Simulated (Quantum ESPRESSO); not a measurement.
pw.x input (Quantum ESPRESSO 7.5; PBEsol, PseudoDojo standard norm-conserving files, scalar-relativistic):

```
&CONTROL
  calculation = 'scf'
  pseudo_dir = './pseudo'
  outdir = './out'
  tprnfor = .true.
  tstress = .true.
/
&SYSTEM
  ibrav = 0
  nat = 8
  ntyp = 3
  ecutwfc = 84.0
  ecutrho = 336.0
  occupations = 'smearing'
  smearing = 'fd'
  degauss = 0.002
  nbnd = 44
/
&ELECTRONS
  conv_thr = 8e-10
/
ATOMIC_SPECIES
O 15.9990 O.upf
Mg 24.3050 Mg.upf
Zn 65.3800 Zn.upf
CELL_PARAMETERS angstrom
  4.280080000000   0.000000000000   0.000000000000
  0.000000000000   4.280080000000   0.000000000000
  0.000000000000   0.000000000000   4.280080000000
ATOMIC_POSITIONS crystal
O   0.500000000000   0.000000000000   0.000000000000
O   0.000000000000   0.500000000000   0.000000000000
O   0.000000000000   0.000000000000   0.500000000000
O   0.500000000000   0.500000000000   0.500000000000
Mg   0.000000000000   0.500000000000   0.500000000000
Mg   0.500000000000   0.000000000000   0.500000000000
Mg   0.500000000000   0.500000000000   0.000000000000
Zn   0.000000000000   0.000000000000   0.000000000000
K_POINTS automatic
6 6 6 0 0 0
```

End of the output:

```
     total energy              =    -906.31427704 Ry
     estimated scf accuracy    <       0.00000002 Ry
[...]
     the Fermi energy is    10.3180 ev
!    total energy              =    -906.31427705 Ry
     estimated scf accuracy    <          5.0E-10 Ry
     smearing contrib. (-TS)   =      -0.00000000 Ry
     internal energy E=F+TS    =    -906.31427705 Ry
     The total energy is F=E-TS. E is the sum of the following terms:
     one-electron contribution =    -532.21384743 Ry
     hartree contribution      =     288.53726264 Ry
     xc contribution           =    -124.97564662 Ry
     ewald contribution        =    -537.66204563 Ry
     convergence has been achieved in  10 iterations
     Forces acting on atoms (cartesian axes, Ry/au):
     atom    1 type  1   force =     0.00000000    0.00000000    0.00000000
     atom    2 type  1   force =     0.00000000    0.00000000    0.00000000
     atom    3 type  1   force =     0.00000000    0.00000000    0.00000000
     atom    4 type  1   force =     0.00000000    0.00000000    0.00000000
     atom    5 type  2   force =     0.00000000    0.00000000    0.00000000
     atom    6 type  2   force =     0.00000000    0.00000000    0.00000000
     atom    7 type  2   force =     0.00000000    0.00000000    0.00000000
     atom    8 type  3   force =     0.00000000    0.00000000    0.00000000
     Total force =     0.000000     Total SCF correction =     0.000000
     Computing stress (Cartesian axis) and pressure
          total   stress  (Ry/bohr**3)                   (kbar)     P=      -57.81
  -0.00039296   0.00000000   0.00000000          -57.81        0.00        0.00
   0.00000000  -0.00039296   0.00000000            0.00      -57.81        0.00
   0.00000000   0.00000000  -0.00039296            0.00        0.00      -57.81
```
In a gapped system the printed Fermi energy is only some level inside the gap.

Geometry of the Materials Project entry, not relaxed at this level.
